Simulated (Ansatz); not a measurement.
Bi₂Te₃ (Bi2Te3 type, space group R-3m)

```xyz
5
Lattice="2.1973 1.2686 10.4614 -2.1973 1.2686 10.4614 0.0000 -2.5372 10.4614" Properties=species:S:1:pos:R:3 pbc="T T T"
Bi     0.0000     0.0000    12.5016
Bi     0.0000     0.0000    18.8827
Te     0.0000     0.0000     0.0000
Te     0.0000     0.0000     6.7088
Te     0.0000     0.0000    24.6755
```

The slice is a (1 -1 0 2) plane (indices of the conventional cell) through the point (0.602, 0.602, 0.602) (fractional), spanned by u = [1 0 -1] and v = [010] in vectors of this cell: u (4.39 Å) and v (10.76 Å, at 90° to u). It covers one period; positions are fractions (u, v).

Method: r2SCAN+rVV10 (plane waves to 500 eV, PAW, scalar-relativistic; Ansatz, an electronic-structure program). k mesh 9×9×9. These are valence fields of a PAW run, semicore shells included where kept as valence: close to a nucleus they are smooth pseudo fields. Bi2Te3 was relaxed with its symmetry unable to fall. Spin-orbit coupling is left out, though Bi and Te are heavy.

### Question
Predict the map of the electrostatic potential energy of an electron, from the cell's mean on the slice.

### Answer
```
|xx06760x|
|00420240|
|5640x046|
|9840x048|
|99710179|
|99977799|
|99999999|
|78999998|
|46899986|
|35799975|
|35789875|
|45788875|
|67877787|
|88730378|
|9840x048|
|883xxx38|
|66500056|
|00455540|
|xx06860x|
|xx06860x|
```
Scale: ten equal steps from -2.00 (start of '0') to 6.84 (end of '9'), in the order '0123456789'. Values: electrostatic potential energy of an electron, from the cell's mean, in eV. The map has 8 points along u (one character each, u = 0 at the left) and 20 along v (v = 0 in the bottom row). Points within 1 Å of a nucleus are blanked (x), as the pseudised field means little there. Values under -2 eV are set to -2. The zero, the cell's mean, hangs on the PAW cores.
